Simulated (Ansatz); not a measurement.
**Zone-centre phonons of HfN: input and output**

Computed with Ansatz, DFT LDA, scalar-relativistic, plane waves, PAW.

Launched with:
```bash
ansatz run input.yaml --threads 1 --pin off --max-ram 3072MiB --backend cpu --events-out ev --progress --plain --runs-dir out
```

Input (bare energies are in eV):
```yaml
crystal:
  lattice:
    - [0.0, 2.2343731873, 2.2343731873]
    - [2.2343731873, 0.0, 2.2343731873]
    - [2.2343731873, 2.2343731873, 0.0]
  atoms:
    - { symbol: Hf, position: [0.0, 0.0, 0.0] }
    - { symbol: "N", position: [0.5, 0.5, 0.5] }
basis:
  ecutwfc: 420
kpoints:
  mp_grid: { grid: [16, 16, 16] }
hamiltonian:
  xc: lda
scf:
  occupations: { method: fermi_dirac, width: 0.15 }
output:
  eigenvalues: true
phonons:
  method: dfpt
  eigenvectors: true
```

The end of the output:
```
--- Phonons (Γ-DFPT): 2 representative perturbations + reference, on 349 of 4096 k-points (Σ response iterations 7) ---
  k mesh reduced under 8 symmetry operations, with k and −k counted as one. Each operation leaves every solved perturbation unchanged. A smaller set is not used because it would not reduce the number of displacements ...
  ASR residual: 3.499e-4 → 0.000e0 eV/Å²; symmetrization residual: 1.370e-6 eV/Å²
  ASR residual per site (eV/Å²): 3.50e-4 1.29e-4
  Γ frequencies (cm⁻¹): 0.00 0.00 0.00 514.02 514.02 514.02
  non-analytic LO–TO correction: not included (Born effective charges unavailable; polar crystals: no LO–TO splitting at Γ)
```

Time: 47 s on 1 thread of Arm Neoverse V2, on a shared host, peak memory 0.75 GiB.

In a metal, frequencies and elastic constants depend on the k mesh and the smearing, soft modes and shear constants most. Spin–orbit coupling is left out, which can shift energies with elements as heavy as these.